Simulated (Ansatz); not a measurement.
A geometry of Ga2Cu away from equilibrium: the start of the relaxation of a relaxed Ga2Cu cell shaken by Gaussian noise of σ = 0.08 Å a coordinate. These are PBEsol (plane waves to 420 eV, PAW, scalar-relativistic; Ansatz, a quantum-chemistry and plane-wave program) values and carry that method's errors. Γ-centred k-mesh 6×6×6 on the run's cell (coarser than for final values), Fermi–Dirac smearing 0.05 eV.

```xyz
9
Lattice="4.0556 2.3415 2.6566 -4.0556 2.3415 2.6566 0.0000 -4.6830 2.6566" Properties=species:S:1:pos:R:3 pbc="T T T"
Cu     0.0643    -2.2509     5.3532
Cu    -2.0341    -1.3219     2.6462
Cu     1.8671    -1.1628     2.5655
Ga     0.0182     0.1042     5.1941
Ga     0.0195    -0.0026     2.8737
Ga    -0.0516    -2.3377     1.2567
Ga     2.0204     1.0686     1.4126
Ga    -1.9616    -3.4478     4.0195
Ga    -0.1244    -0.0103    -0.0082
```

**Question.** What forces act on the atoms (eV/Å)?

**Answer.** 
```json
[
 {"atom": "Cu1", "Fx": "-0.06", "Fy": "-0.34", "Fz": "-0.01"},
 {"atom": "Cu2", "Fx": "1.24", "Fy": "0.88", "Fz": "-0.02"},
 {"atom": "Cu3", "Fx": "1.30", "Fy": "-0.99", "Fz": "-0.05"},
 {"atom": "Ga4", "Fx": "-1.35", "Fy": "-0.34", "Fz": "0.88"},
 {"atom": "Ga5", "Fx": "-1.29", "Fy": "0.60", "Fz": "-0.74"},
 {"atom": "Ga6", "Fx": "-0.01", "Fy": "-0.03", "Fz": "0.11"},
 {"atom": "Ga7", "Fx": "-0.04", "Fy": "0.20", "Fz": "-0.40"},
 {"atom": "Ga8", "Fx": "-0.14", "Fy": "-0.03", "Fz": "0.26"},
 {"atom": "Ga9", "Fx": "0.34", "Fy": "0.07", "Fz": "-0.02"}
]
```

**Question.** What is the pressure?

**Answer.** +1.2 GPa, compression positive.

No spin polarisation in the result.

The end of the path is a generated cell of Ga2Cu: the first start was made by a random draw of sites in a space group, and the end was not matched to a known phase here, so it may be hypothetical.
